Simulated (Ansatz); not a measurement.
Here is the system:

GeS:
```yaml
crystal:
  lattice:
    - [4.64411, 0.00000, 0.00000]
    - [0.00000, 4.64411, 0.00000]
    - [0.00000, 0.00000, 4.32613]
  atoms:
    - { symbol: Ge, position: [0.50000, 0.00000, 0.24621] }
    - { symbol: Ge, position: [0.00000, 0.50000, 0.75379] }
    - { symbol: S, position: [0.00000, 0.00000, 0.00000] }
    - { symbol: S, position: [0.50000, 0.50000, 0.00000] }
```

This is the PBE-relaxed structure. x, y and z are the axes in which the lattice vectors are written.

Question: All from the program Ansatz at the PBE level (PAW), unless another level is named. Predict the electron effective mass.

Answer: 0.13, 0.45, 0.78 mₑ (principal values).

Question: What about the hole effective mass?

Answer: 0.18, 0.72, 2.5 mₑ (principal values).

Question: Predict the HSE06 gap on the PBE cell.

Answer: 0.93 eV.

Question: Give the weight of the conduction-edge state by species (Voronoi cells).

Answer: Ge 74 %, S 26 %.

Question: Give the valence-band maximum.

Answer: off the standard path, at k = (0.000, 0.339, 0.362).

Question: Give the conduction-band minimum.

Answer: off the standard path, at k = (0.202, 0.202, 0.348).

Space group P4/nmm. A made-up cell: these elements were put on the sites of a structure type; neither database checked (COD, Materials Project) lists it. COD files the formula under space group No. 62, so this cell is another polymorph or a model. Whether it is the stable phase at ambient conditions was not checked. The cell was relaxed with PBE under the symmetry of its start; whether a distortion lowers the energy is not shown. A crystal of weakly bound layers computed without a dispersion correction: the cell and the soft elastic constants depend strongly on that. Scalar-relativistic: spin–orbit coupling is off unless named, which matters more the heavier the elements.

Potentials: the later of the program's two PAW sets.
